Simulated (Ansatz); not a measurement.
Values for one crystal, relaxed and computed with plane-wave PAW LDA (Ansatz code); other levels are named.

```yaml
volume_per_atom: 33.09 Å³
band_gap: 1.49 eV (direct)
valence_band_maximum: at L
Elastic constants (relaxed ions, GPa): C11 = 63.0, C12 = 8.1, C44 = 2.8
electron_effective_mass: 0.23, 0.27, 0.27 mₑ (principal values)
debye_temperature_from_the_elastic_constants: 114 K
Pressure derivative B′: 5.0
```

Question: Which of these materials gives this?
(A) CsI, CsCl type
(B) TlBr, rock salt
(C) BaS, rock salt
(D) SrCl2, fluorite

Answer: B, TlBr, rock salt

Space group Fm-3m (rock salt). The first step of the workflow began from a Materials Project structure, measured or hypothetical; the Crystallography Open Database copy checked does not list it. COD files the formula under space group No. 221, so this cell is another polymorph or a model. Whether it is the stable phase at ambient conditions was not checked. The cell was relaxed with LDA under the symmetry of its start; its stability against distortions is not shown here. Scalar-relativistic: spin–orbit coupling is off unless named, which matters more the heavier the elements.

Potentials: the later of the program's two PAW sets.
